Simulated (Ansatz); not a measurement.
**Fields on a plane of W (bcc, W type)**

```
CELL_PARAMETERS angstrom
     -1.58464     1.58464     1.58464
      1.58464    -1.58464     1.58464
      1.58464     1.58464    -1.58464
ATOMIC_POSITIONS crystal
  W  0.00000 0.00000 0.00000
```

The slice is a {211} plane (indices of the conventional cell) through the point (0.000, 0.000, 0.000) (fractional), spanned by u = [111] and v = [1 0 -1] in vectors of this cell: u (2.74 Å) and v (4.48 Å, at 90° to u). It covers one period; positions are fractions (u, v).

Atoms on it: W at (0.00, 0.00).

Computed with r2SCAN (plane waves to 500 eV, PAW, scalar-relativistic; Ansatz, an electronic-structure program). k mesh 21×21×21. Near the nuclei the fields are pseudised (PAW); where an atom keeps semicore shells as valence, they peak there. Spin-orbit coupling is left out, though W is heavy. W is run without spin polarisation. W was relaxed with its symmetry unable to fall.

```tsv
v \ u	0.00	0.18	0.35	0.53	0.71	0.88
0.96	x	x	x	7.9	x	x
0.86	x	x	6.1	11.3	<5.0	x
0.75	<5.0	7.7	12.3	13.6	11.0	6.2
0.64	12.9	12.4	11.7	11.5	11.9	12.7
0.54	12.7	11.2	8.9	8.3	9.5	11.9
0.43	12.9	11.6	9.7	9.1	10.2	12.3
0.32	11.8	12.1	12.5	12.6	12.4	12.0
0.21	x	<5.0	11.0	13.3	8.7	<5.0
0.11	x	x	<5.0	10.0	x	x
0.00	x	x	x	7.6	x	x
```

Values: electrostatic potential energy of an electron, from the cell's mean, in eV. Points within 1 Å of a nucleus are blanked (x), as the pseudised field means little there. Values under 5 eV are set to 5. The zero, the cell's mean, hangs on the PAW cores.

```
|xxxxxx@@@@**::..----..::**@@@@xxxx|
|xxxxxx@@%%==....----....==%%@@xxxx|
|xx@@@@%%++::  ..----..  ::++%%@@@@|
|@@@@%%++::    ::====::    ::++%%@@|
|**++==..    ..--++++--..    ..==++|
|::..      ..--==++++==--..      ..|
|      ....--==++****++==--....    |
|::::::--====++++****++++====--::::|
|========++++++++++++++++++++======|
|++++++++====================++++++|
|++++======----------------======++|
|====----------------------------==|
|==----::::::::--------::::::::----|
|----::::::::::--------::::::::::--|
|==----::::::::--------::::::::----|
|====----------------------------==|
|++++======----------------======++|
|++++++++====================++++++|
|========++++++++++++++++++++======|
|::::::--====++++****++++====--::::|
|      ....--==++****++==--....    |
|::..      ..--==++++==--..      ..|
|**++==..    ..--++++--..    ..==++|
|@@@@%%++::    ::====::    ::++%%@@|
|xx@@@@%%++::  ..----..  ::++%%@@@@|
|xxxxxx@@%%==....----....==%%@@xxxx|
|xxxxxx@@@@**::..----..::**@@@@xxxx|
|xxxxxxxx@@##::..----..::##@@xxxxxx|
```
Scale: ten equal steps from 0.19 (start of ' ') to 0.73 (end of '@'), in the order ' .:-=+*#%@'. Values: electron localisation function (ELF). The map has 17 points along u (two characters each, u = 0 at the left) and 28 along v (v = 0 in the bottom row). Points within 0.5 Å of a nucleus are blanked (x), as the pseudised field means little there.

| Property | Result |
|---|---|
| Density on the W–W line (2.74 Å) at its midpoint | 0.41 e/Å³ |
| ELF at that point | 0.4 |
